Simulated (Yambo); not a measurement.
Yambo run on Rb2NaScF6 (space group Fm-3m, No. 225). The wavefunctions are LDA (Quantum ESPRESSO, PseudoDojo norm-conserving, 88 Ry, no spin-orbit coupling) ones on a 2×2×2 mesh (40 occupied bands); a = 6.1865 Å, b = 6.1865 Å, c = 6.1865 Å, α = 60.00°, β = 60.00°, γ = 60.00°.

Yambo input:

```
rim_cut
HF_and_locXC
RandQpts= 1000000
RandGvec= 1 Ry
EXXRLvcs= 88 Ry
VXCRLvcs= 352 Ry
% QPkrange
 1 | 1 | 40 | 41 |
 2 | 2 | 40 | 41 |
%
```

k points by index: 1 = Γ, 2 = L.

The o-*.hf file then holds:

```
#    K-point    Band    Eo [eV]    Ehf [eV]    Vxc [eV]    Vnlxc [eV]
#
    1    40    0.000000    -7.798087    -22.21638    -30.01447
    1    41    6.547501    11.38169    -9.473645    -4.639458
    2    40    -0.130443    -7.937696    -21.94841    -29.75566
    2    41    6.955227    15.15324    -18.69256    -10.49455
```
Exchange alone, without screening.

Geometry of the Materials Project entry, not relaxed at this level.

The structure is a Materials Project entry; no match was found in the copy of COD used, and its stability was not checked.
